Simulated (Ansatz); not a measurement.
Data:

BAs:
```
BAs
1.0
    3.42907     0.00000     0.00000
   -1.71454     2.96966     0.00000
    0.00000     0.00000     7.40285
B As
3 3
Cartesian
  1.71454   0.00000   3.70143
 -0.85727   1.48483   1.23381
  0.85727   1.48483   6.16904
  1.71454   0.00000   0.00000
 -0.85727   1.48483   4.93523
  0.85727   1.48483   2.46762
```

This is the PBEsol-relaxed structure. x, y and z are the axes in which the lattice vectors are written.

Task: All from the program Ansatz at the PBEsol level (PAW), unless another level is named. Estimate the Hill bulk and shear moduli.

Result: 147 and 150 GPa.

Task: And the piezoelectric stress constants (proper, relaxed ions, C/m²)?

Result: e14 = -0.44, e25 = 0.44.

Space group P6_222. A made-up cell: these elements were put on the sites of a structure type; neither database checked (COD, Materials Project) lists it. It is not the phase usual at ambient conditions (space group No. 216). Symmetry was held in the PBEsol relaxation; whether a distortion lowers the energy is not shown.

Potentials: the later of the program's two PAW sets.
